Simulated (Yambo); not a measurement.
Yambo run on NaLiCdS2 (space group P3m1, No. 156). The wavefunctions come from this Quantum ESPRESSO step (PBEsol, PseudoDojo standard norm-conserving files, scalar-relativistic):

```
&CONTROL
  calculation = 'nscf'
  pseudo_dir = './pseudo'
  outdir = './out'
/
&SYSTEM
  ibrav = 0
  nat = 5
  ntyp = 4
  ecutwfc = 102.0
  ecutrho = 408.0
  occupations = 'fixed'
  force_symmorphic = .true.
  nbnd = 198
/
&ELECTRONS
  conv_thr = 5e-09
  diago_full_acc = .true.
  diago_thr_init = 1e-08
/
ATOMIC_SPECIES
Li 6.9400 Li.upf
Na 22.9898 Na.upf
S 32.0600 S.upf
Cd 112.4140 Cd.upf
CELL_PARAMETERS angstrom
  4.157269814000   0.000000000000   0.000000000000
 -2.078634907000   3.600301269000   0.000000000000
  0.000000000000   0.000000000000   7.041950000000
ATOMIC_POSITIONS crystal
Li   0.666666667000   0.333333333000   0.658980000000
Na   0.333333333000   0.666666667000   0.973000000000
S   0.666666667000   0.333333333000   0.245110000000
S   0.000000000000   0.000000000000   0.740730000000
Cd   0.000000000000   0.000000000000   0.382180000000
K_POINTS automatic
3 3 2 0 0 0
```

Yambo input:

```
rim_cut
gw0
dyson
el_el_corr
HF_and_locXC
ppa
em1d
RandQpts= 1000000
RandGvec= 1 Ry
EXXRLvcs= 102 Ry
VXCRLvcs= 408 Ry
Chimod= "HARTREE"
% BndsRnXp
 7 | 197 |
%
NGsBlkXp= 8 Ry
% LongDrXp
 1.0 | 1.0 | 1.0 |
%
PPAPntXp= 27.2114 eV
% GbndRnge
 1 | 197 |
%
GTermKind= "BG"
DysSolver= "n"
ExtendOut
% QPkrange
 1 | 1 | 22 | 23 |
 2 | 2 | 22 | 23 |
 5 | 5 | 22 | 23 |
 6 | 6 | 22 | 23 |
%
```

k points by index: 1 = Γ, 2 = A, 5 = K, 6 = H.

Table of the .qp output:

```
#    K-point    Band    Eo [eV]    E [eV]    E-Eo [eV]    Vxc [eV]    Vnlxc [eV]    Sc|Eo [eV]    Sc|E [eV]    dSc/dw|Eo [eV]    Re(Z)    Im(Z)
#
    1    22    0.000000    -1.053669    -1.053669    -13.42600    -16.72635    1.946425    2.246677    -7.753153    0.778253    -0.001604
    1    23    1.468374    1.905242    0.436868    -10.44734    -6.401831    -3.506451    -3.608642    -6.363470    0.810467    -0.001399
    2    22    -0.108500    -1.198465    -1.089965    -13.07884    -16.46611    1.986339    2.297308    -7.762460    0.778046    -0.001622
    2    23    2.432588    2.901023    0.468435    -11.17278    -6.940752    -3.649408    -3.763597    -6.631529    0.804047    -0.001432
    5    22    -1.339103    -2.474007    -1.134904    -12.32669    -15.98605    2.199405    2.524455    -7.792565    0.777377    -0.001724
    5    23    4.468983    4.837122    0.368139    -8.947637    -4.903896    -3.595138    -3.675602    -5.945403    0.820686    -0.001391
    6    22    -0.725311    -1.806635    -1.081324    -12.42277    -15.85956    2.043366    2.355467    -7.852926    0.776039    -0.001657
    6    23    4.118011    4.732975    0.614965    -11.28605    -6.756717    -3.767700    -3.914369    -6.488503    0.807460    -0.001439
```
(The two width columns are left out.) Convergence of these settings isn't established.

Spin-orbit coupling is not included.

Geometry of the Materials Project entry, not relaxed at this level.

The structure is a Materials Project entry; no match was found in the copy of COD used, and its stability was not checked.
